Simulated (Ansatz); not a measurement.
Crystals of one structure type (rock salt), relaxed and computed with DFT-PBEsol in the program Ansatz with PAW potentials.

```csv
crystal,a (Å),ΔH_f (eV/atom),"highest Γ mode, no LO–TO term (cm⁻¹)",B₀ by P(V) fit (GPa)
AlRu,4.930,0.22,335,156
ZrRu,5.287,0.10,170,154
NbRu,5.134,0.43,189,206
MoRu,5.043,0.94,91,236
TaRu,5.147,0.40,176,218
RuW,?,?,?,?
```

Problem. Complete the blanks.

Solution. 
- RuW, a (Å): 5.075
- RuW, ΔH_f (eV/atom): 1.03
- RuW, highest Γ mode, no LO–TO term (cm⁻¹): 92
- RuW, B₀ by P(V) fit (GPa): 254

Typed or built starts, not in the databases checked: AlRu, rock salt; ZrRu, rock salt; NbRu, rock salt; MoRu, rock salt; TaRu, rock salt; RuW, rock salt. Unstable at this level: AlRu, rock salt; ZrRu, rock salt; NbRu, rock salt; MoRu, rock salt; TaRu, rock salt. All cells were relaxed under the symmetry of their starts (and spin orders); stability against distortions was not tested throughout. Rows with no word on spin ran without spin polarisation. Scalar-relativistic: spin–orbit coupling is off unless named, which matters more the heavier the elements.

Potentials: the later of the program's two PAW sets.

Formation energies count from the lowest solids of the elements computed at the same level, not from gases.
